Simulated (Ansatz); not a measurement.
YHSe in space group P-6m2 (No. 187; Y on 1a, H on 1c, Se on 1f) at seven volumes, plane-wave PAW LDA (Ansatz code), shape and atoms relaxed at each. One row is withheld.

```tsv
V (Å³/atom)	P (GPa)
14.195	11.09
14.663	6.80
15.131	3.14
15.599	0.00
16.067	-2.69
16.535	-4.99
17.003	?
```

Q: Fit the shown pressures and predict the withheld one.

A: P = (3/2)B₀(x^(7/2) − x^(5/2))[1 + (3/4)(B′ − 4)(x − 1)] with x = (V₀/V)^(2/3). Least squares on the six rows gives V₀ = 15.599 Å³/atom, B₀ = 96.7 GPa, B′ = 4.15. At V = 17.003, x = 0.9442 and P = -6.97 GPa. The run itself gave -6.97 GPa.

The workflow started from a Materials Project entry (that database holds measured and hypothetical structures alike); the Crystallography Open Database copy checked does not list it. Its standing as an ambient phase is unchecked. The cell was relaxed with LDA under the symmetry of its start; phonons on a q-mesh show no instability. No spin polarisation was allowed.

Potentials: the later of the program's two PAW sets.
